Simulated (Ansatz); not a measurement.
Te (trigonal Se type), relaxed and computed with several functionals in Ansatz (plane waves, PAW). Much of their spread follows the volume that each gives.

| functional | V (Å³/atom) | B₀ by P(V) fit (GPa) |
|---|---|---|
| r²SCAN | 36.45 | 12.6 |
| PBE | 35.17 | ? |
| PBEsol | 32.05 | 32.0 |
| PBE+D3(BJ) | 32.10 | 32.6 |
| r²SCAN+D4 | 34.90 | 17.2 |
| LDA | 31.32 | 36.6 |

Question: Fit a straight line to ln B₀ against ln V and predict the withheld value.

Answer: Least squares on the 5 shown rows: ln B₀ = -7.20 × ln V + (28.427), with a scatter of 2 %. For PBE this gives 16.3. The run itself gave 17.2, outside the scatter: the line misses something about this case.

Weakly bound layers, chains or molecules computed without a dispersion correction, so cells and soft constants are ill determined: Te, trigonal Se type with r²SCAN; Te, trigonal Se type with PBE; Te, trigonal Se type with PBEsol; Te, trigonal Se type with LDA. All cells were relaxed under the symmetry of their starts (and spin orders); stability against distortions was not tested throughout. Spin–orbit coupling is left out wherever it is not named.

Potentials: the later of the program's two PAW sets.

Ansatz (a quantum-chemistry and plane-wave program) is a plane-wave DFT program.
